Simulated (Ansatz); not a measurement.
Input, command and steps of an Ansatz relaxation.

```yaml
crystal:
  lattice:
    - [-4.8562435164, 4.5304176509, 2.2438417047]
    - [4.8543140719, 4.5234173222, -2.2356293806]
    - [-1.7180729459, -4.5325943685, -7.0251470003]
  atoms:
    - { symbol: Mo, position: [0.5520077845, 0.8478831494, 0.8973762214] }
    - { symbol: Mo, position: [0.1999192416, 0.4006100508, 0.5959813126] }
    - { symbol: Mo, position: [0.9021866262, 0.3028612036, 0.2021223766] }
    - { symbol: Ta, position: [0.0485788266, 0.3506660259, 0.9038340218] }
    - { symbol: Ta, position: [0.0987420144, 0.699252023, 0.7959400542] }
    - { symbol: Ta, position: [0.1513420547, 0.0510210964, 0.6952085106] }
    - { symbol: Ta, position: [0.6034662119, 0.2009927058, 0.8048060039] }
    - { symbol: Ta, position: [0.7005615805, 0.8942227816, 0.6007198778] }
    - { symbol: Ta, position: [0.2963361802, 0.1005173376, 0.4003967342] }
    - { symbol: Ta, position: [0.3507123836, 0.4537262909, 0.3045562353] }
    - { symbol: Ta, position: [0.3948826846, 0.798797196, 0.1988704701] }
    - { symbol: Ta, position: [0.7524484335, 0.2581962004, 0.5033377777] }
    - { symbol: Ta, position: [0.8459148575, 0.945411994, 0.2935574092] }
    - { symbol: Ta, position: [0.4519597033, 0.1466314154, 0.0970485637] }
    - { symbol: Ta, position: [0.5021742979, 0.5054912846, 3.98471e-05] }
    - { symbol: W, position: [0.2463983575, 0.7479712765, 0.5016352716] }
    - { symbol: W, position: [0.646967396, 0.551680271, 0.7030445947] }
    - { symbol: W, position: [0.9956271196, 0.0009055401, 0.0021421537] }
    - { symbol: W, position: [0.8031803624, 0.5998162814, 0.3987272063] }
    - { symbol: W, position: [0.9499124051, 0.6498035765, 0.0985527554] }
  symmetry: { detect: false }
basis:
  ecutwfc: 420
kpoints:
  mp_grid: { grid: [4, 3, 3] }
hamiltonian:
  xc: pbe
scf:
  occupations: { method: gaussian, width: 0.1 }
  lower_state_search: "off"
output:
  forces: true
  stress: true
  eigenvalues: true
relax:
  adjacent_minimum: "off"
  f_tol: 0.04
  max_steps: 25
  cell: { stress_tol: 0.3 }
```

```bash
ansatz run input.yaml --threads 4 --pin off --max-ram 9216MiB --backend cpu --events-out ev --progress --plain --runs-dir out
```

The calculation used Ansatz, DFT PBE, scalar-relativistic, plane waves, PAW.

Of 6 frames 5 are shown, positions in Å and forces in eV/Å; the SCF threshold varies from step to step. Steps run on the plane waves of an earlier cell, with a Pulay correction in the pressure. The basis is chosen afresh for the last frame, the zero of the energies, and at times for earlier ones too; energy and pressure can step there, also at an unchanged geometry. Where two frames share a geometry here, they differ by under 2 meV/atom and 0.3 GPa. The mark taken_back stands on steps that the optimiser undid.

```xyz
20
Lattice="-4.8562 4.5304 2.2438 4.8543 4.5234 -2.2356 -1.7181 -4.5326 -7.0251" Properties=species:S:1:pos:R:3:forces:R:3 pbc="T T T" step=1 free_energy_over_end_meV_per_atom=4.67 pressure_GPa=0.77
Mo   -0.1066    2.2687   -6.9611    0.0364    0.0698    0.0843
Mo   -0.0501    0.0165   -4.6339   -0.0314   -0.0144    0.0079
Mo   -3.2583    4.5411   -0.0727    0.0909   -0.0128   -0.0745
Ta   -0.0865   -2.2904   -7.0245   -0.1792    0.0139    0.1122
Ta    1.5474    0.0027   -6.9333    0.0569   -0.0522   -0.0501
Ta   -1.6817   -2.2347   -4.6584    0.2494    0.1384   -0.1453
Ta   -3.3376   -0.0047   -4.7491   -0.0747   -0.0373    0.0533
Ta   -0.0933    4.4960   -4.6473    0.0367   -0.0274   -0.0068
Ta   -1.6390   -0.0176   -2.3726   -0.1946   -0.0338    0.0254
Ta   -0.0239    2.2608   -2.3670   -0.1160    0.0870    0.0268
Ta    1.6183    4.5009   -2.2969    0.1509   -0.0898   -0.1206
Ta   -3.2655    2.2954   -2.4249   -0.0584    0.0298    0.0794
Ta   -0.0230    6.7783   -2.2778    0.0988   -0.0285    0.0212
Ta   -1.6498    2.2710    0.0045    0.0529   -0.0224   -0.0774
Ta    0.0151    4.5614   -0.0036    0.0272    0.0450    0.0202
W     1.5725    2.2260   -4.6434    0.0323    0.0301    0.0479
W    -1.6717    2.2399   -4.7207   -0.0238   -0.0778   -0.1242
W    -4.8343    4.5050    2.2170   -0.1018   -0.0426    0.0860
W    -1.6738    4.5447   -2.3399   -0.0034   -0.0002    0.0600
W    -1.6280    6.7961   -0.0136   -0.0492    0.0253   -0.0256
20
Lattice="-4.9064 4.6013 2.2555 4.9040 4.6275 -2.3154 -1.6150 -4.5674 -6.8732" Properties=species:S:1:pos:R:3:forces:R:3 pbc="T T T" step=2 free_energy_over_end_meV_per_atom=6.36 pressure_GPa=-1.11 taken_back
Mo    0.0264    2.3802   -6.8637   -0.0130   -0.2366   -0.3214
Mo    0.0234    0.0750   -4.5753    0.0735   -0.1646    0.0463
Mo   -3.2612    4.6282   -0.0613   -0.1704    0.0107    0.0485
Ta   -0.0322   -2.2862   -6.9005    0.4374    0.0560   -0.2385
Ta    1.6807    0.0497   -6.8749   -0.0215    0.0674    0.1526
Ta   -1.5503   -2.2031   -4.5762   -0.4981   -0.3403    0.2577
Ta   -3.2993    0.0293   -4.6238   -0.0008    0.0408   -0.2476
Ta   -0.0232    4.5932   -4.6102   -0.0525    0.3366   -0.0405
Ta   -1.6503   -0.0102   -2.3306    0.4468    0.1248    0.2053
Ta   -0.0219    2.3317   -2.3639    0.0043   -0.0659    0.0692
Ta    1.6949    4.5783   -2.3520   -0.3420    0.2240    0.3580
Ta   -3.2571    2.3801   -2.3459    0.0405   -0.2843   -0.2138
Ta    0.0410    6.9183   -2.2773    0.0362    0.0562   -0.1014
Ta   -1.6369    2.3143   -0.0024   -0.0408   -0.0284    0.1949
Ta    0.0314    4.6817   -0.0320   -0.0466   -0.3599   -0.1359
W     1.6716    2.3009   -4.6173   -0.1829   -0.0015   -0.1474
W    -1.6242    2.2965   -4.6807   -0.0551    0.2667    0.3952
W    -4.9118    4.5444    2.2395    0.1431    0.3372   -0.0766
W    -1.6389    4.6579   -2.2973    0.0754   -0.0730   -0.3201
W    -1.6578    6.9169   -0.0420    0.1666    0.0342    0.1153
20
Lattice="-4.8768 4.5726 2.2661 4.8745 4.5687 -2.2649 -1.6625 -4.5709 -6.9667" Properties=species:S:1:pos:R:3:forces:R:3 pbc="T T T" step=3 free_energy_over_end_meV_per_atom=0.60 pressure_GPa=-0.29
Mo   -0.0450    2.2970   -6.9180    0.0549    0.0340    0.0544
Mo   -0.0140    0.0183   -4.6032    0.0072    0.0816    0.0323
Mo   -3.2559    4.5873   -0.0571   -0.0358   -0.0148   -0.0068
Ta   -0.0433   -2.3063   -6.9759   -0.0326    0.0097   -0.0190
Ta    1.6122    0.0056   -6.9048    0.0255    0.0015    0.0158
Ta   -1.6260   -2.2407   -4.6242    0.0202    0.0122    0.0257
Ta   -3.3119   -0.0032   -4.6943   -0.0243   -0.0141   -0.0309
Ta   -0.0559    4.5428   -4.6238    0.0000   -0.0218   -0.0174
Ta   -1.6333   -0.0203   -2.3408    0.0030   -0.0095   -0.0236
Ta   -0.0226    2.2912   -2.3530   -0.0219   -0.0077   -0.0563
Ta    1.6477    4.5366   -2.3055    0.0167   -0.0083    0.0122
Ta   -3.2517    2.3209   -2.3824   -0.0266   -0.0113   -0.0046
Ta    0.0113    6.8437   -2.2658    0.0080    0.0134    0.0561
Ta   -1.6474    2.2894    0.0123    0.0392    0.0207    0.0093
Ta    0.0182    4.6067   -0.0075    0.0106    0.0381    0.0025
W     1.6109    2.2510   -4.6286    0.0391    0.0032   -0.0268
W    -1.6416    2.2613   -4.6868   -0.0242   -0.0300   -0.0680
W    -4.8621    4.5477    2.2460   -0.0160   -0.0651   -0.0239
W    -1.6534    4.5929   -2.3182   -0.0021    0.0051    0.0549
W    -1.6300    6.8634   -0.0065   -0.0409   -0.0366    0.0142
20
Lattice="-4.8761 4.5749 2.2692 4.8750 4.5796 -2.2828 -1.6311 -4.5663 -6.9230" Properties=species:S:1:pos:R:3:forces:R:3 pbc="T T T" step=4 free_energy_over_end_meV_per_atom=0.22 pressure_GPa=0.86
Mo   -0.0071    2.3123   -6.8853   -0.0085    0.0021   -0.0531
Mo    0.0065    0.0315   -4.5805   -0.0007   -0.0074   -0.0027
Mo   -3.2533    4.5921   -0.0530   -0.0034   -0.0133    0.0005
Ta   -0.0218   -2.2988   -6.9465    0.0101    0.0220    0.0226
Ta    1.6428    0.0172   -6.8773   -0.0111   -0.0065   -0.0279
Ta   -1.5967   -2.2338   -4.5900   -0.0214   -0.0176   -0.0264
Ta   -3.2923    0.0029   -4.6676    0.0325    0.0036    0.0306
Ta   -0.0380    4.5548   -4.6127    0.0234    0.0377   -0.0057
Ta   -1.6223   -0.0159   -2.3264   -0.0006    0.0006    0.0154
Ta   -0.0189    2.2988   -2.3556   -0.0034    0.0172    0.0381
Ta    1.6576    4.5461   -2.3087   -0.0050    0.0138   -0.0002
Ta   -3.2401    2.3276   -2.3644    0.0040   -0.0412    0.0186
Ta    0.0276    6.8582   -2.2568   -0.0065   -0.0128   -0.0434
Ta   -1.6398    2.2939    0.0161    0.0192   -0.0208   -0.0069
Ta    0.0242    4.6173   -0.0132   -0.0324   -0.0413   -0.0147
W     1.6316    2.2624   -4.6217   -0.0029    0.0298    0.0121
W    -1.6240    2.2714   -4.6727   -0.0101   -0.0024    0.0561
W    -4.8634    4.5441    2.2469   -0.0161    0.0354    0.0184
W    -1.6399    4.6026   -2.3028    0.0276   -0.0028   -0.0299
W    -1.6314    6.8694   -0.0098    0.0053    0.0039   -0.0014
20
Lattice="-4.8813 4.5822 2.2739 4.8814 4.5879 -2.2869 -1.6316 -4.5747 -6.9324" Properties=species:S:1:pos:R:3:forces:R:3 pbc="T T T" step=6 free_energy_over_end_meV_per_atom=0.00 pressure_GPa=-0.13
Mo   -0.0060    2.3165   -6.8982   -0.0106    0.0003    0.0061
Mo    0.0078    0.0325   -4.5864   -0.0008   -0.0047   -0.0050
Mo   -3.2573    4.5970   -0.0515    0.0125    0.0240   -0.0075
Ta   -0.0191   -2.3021   -6.9540    0.0041    0.0017   -0.0065
Ta    1.6451    0.0172   -6.8885    0.0036   -0.0078    0.0016
Ta   -1.5991   -2.2384   -4.5977   -0.0038   -0.0066   -0.0017
Ta   -3.2923    0.0028   -4.6718    0.0013    0.0002    0.0038
Ta   -0.0348    4.5645   -4.6202   -0.0044   -0.0070    0.0035
Ta   -1.6218   -0.0160   -2.3273   -0.0081   -0.0067   -0.0025
Ta   -0.0166    2.3036   -2.3567   -0.0105    0.0071    0.0000
Ta    1.6603    4.5548   -2.3121   -0.0006   -0.0063    0.0018
Ta   -3.2421    2.3285   -2.3647    0.0124    0.0065   -0.0059
Ta    0.0267    6.8684   -2.2619    0.0106   -0.0011   -0.0064
Ta   -1.6394    2.2959    0.0161   -0.0112   -0.0039   -0.0002
Ta    0.0225    4.6234   -0.0145   -0.0097    0.0016    0.0054
W     1.6355    2.2685   -4.6290   -0.0155   -0.0086    0.0175
W    -1.6242    2.2756   -4.6758    0.0012   -0.0110    0.0080
W    -4.8695    4.5519    2.2524    0.0080    0.0105    0.0064
W    -1.6403    4.6097   -2.3075    0.0080    0.0032   -0.0061
W    -1.6331    6.8800   -0.0079    0.0134    0.0085   -0.0125
```

The run took 4.5 min on 4 threads of Arm Neoverse V1, with other jobs on the host, peak memory 1.8 GiB.

The k mesh is coarse. Spin–orbit coupling is left out, which can shift energies with elements as heavy as these.